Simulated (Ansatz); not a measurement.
**Structures of CsSc₂: which is lowest?**

Plane-wave DFT in Ansatz with scalar-relativistic PAW potentials, cutoff 420 eV, Γ-centred meshes chosen by cell and gap, Gaussian smearing with energies taken to zero width. Every cell was relaxed (cell and atoms) in a run of its own, within the symmetry of its start. Functional: PBE.

Relaxed structures (starts from databases or built by putting these elements on another compound's sites):
A. P6/mmm, 3 atoms in the computed cell, a = 6.061 Å, c = 3.348 Å; sites (symmetry × multiplicity) Cs 6/mmm × 1, Sc -6m2 × 2; start: built
B. I4/mmm, 3 atoms in the computed cell, a = 3.538 Å, c = 17.996 Å; sites (symmetry × multiplicity) Cs 4/mmm × 2, Sc 4mm × 4; start: built

Task: Rank them by energy. Could pressure change the order?

Result:
```tsv
structure	group	E − E(lowest) (meV/atom)	V (Å³/atom)	gap on mesh (eV)
B	I4/mmm	0.0	37.53	0.00
A	P6/mmm	368	35.51	0.00
```

B is lowest, 368 meV/atom under A. A is denser by 2.03 Å³/atom, so pressure favours it: ΔE/ΔV, with ΔE in eV and 1 eV/Å³ = 160.2 GPa, gives about 29 GPa for equal enthalpy if both cells were rigid; at such pressures compression changes ΔV much, so this is a scale only. Other structures may lie lower than all of these, and vibrations aren't counted.

Spin-orbit coupling is left out, which matters for the bands of heavy elements.